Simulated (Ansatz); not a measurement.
## Lattice vibrations of ZrS at Γ

Level of theory: DFT LDA, scalar-relativistic, plane waves, PAW (Ansatz). Plane waves to 420 eV; Γ-centred k mesh 14×14×14; Fermi-Dirac smearing of 0.15 eV. No spin polarisation. Phonons by linear response, acoustic sum rule imposed.

Relaxed structure:
```
CELL_PARAMETERS angstrom
0.00000 2.56823 2.56823
2.56823 0.00000 2.56823
2.56823 2.56823 0.00000
ATOMIC_POSITIONS crystal
Zr 0.00000 0.00000 0.00000
S 0.50000 0.50000 0.50000
```

In a metal, frequencies and elastic constants depend on the k mesh and the smearing, soft modes and shear constants most. A semilocal functional can close a gap that the real compound has.

**Question.** Is this structure stable against zone-centre distortions?

**Answer.** Yes, at Γ: no optical mode is imaginary. Strains and other wave vectors aren't tested by this run.

**Question.** List the optical modes at Γ (i marks imaginary ones).

**Answer.**
```tsv
frequency (cm⁻¹)	degeneracy
271	3
```